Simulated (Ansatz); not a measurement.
The start is a relaxed GaSb cell deformed by the Cartesian strain tensor (xx, yy, zz, yz, xz, xy) = (0.022, 0.078, -0.013, -0.016, 0.006, -0.049). A full variable-cell relaxation at zero pressure is run with r2SCAN (plane waves to 500 eV, PAW, scalar-relativistic; Ansatz, a first-principles code). The first steps use a coarse 9×9×9 k-mesh.

Initial structure:
```
CELL_PARAMETERS angstrom
     -0.12878     3.25479     2.97577
      3.15361    -0.19930     3.04629
      2.98497     3.15667    -0.03066
ATOMIC_POSITIONS crystal
  Sb 0.75000 0.75000 0.75000
  Ga 0.00000 0.00000 0.00000
```

Q: How large is the pressure on the unrelaxed cell, and of which sign?

A: -3.0 GPa (negative: the cell is under tension).

Q: By how much does the energy per atom fall from start to end?

A: 0.086 eV/atom.

Q: How does the volume change?

A: -7.8 %, from 31.27 to 28.83 Å³/atom.

Q: Does it find its way back to the structure it was made from?

A: The parent structure is recovered, F-43m (No. 216).

Q: How do the shortest distances between atoms change?

A: The closest pairs of elements (up to four, under 3.6 Å), start → end: Ga–Sb 2.63 → 2.66 Å.

Final values are on a 13×13×13 k-mesh of the relaxed cell. No spin polarisation in the result.
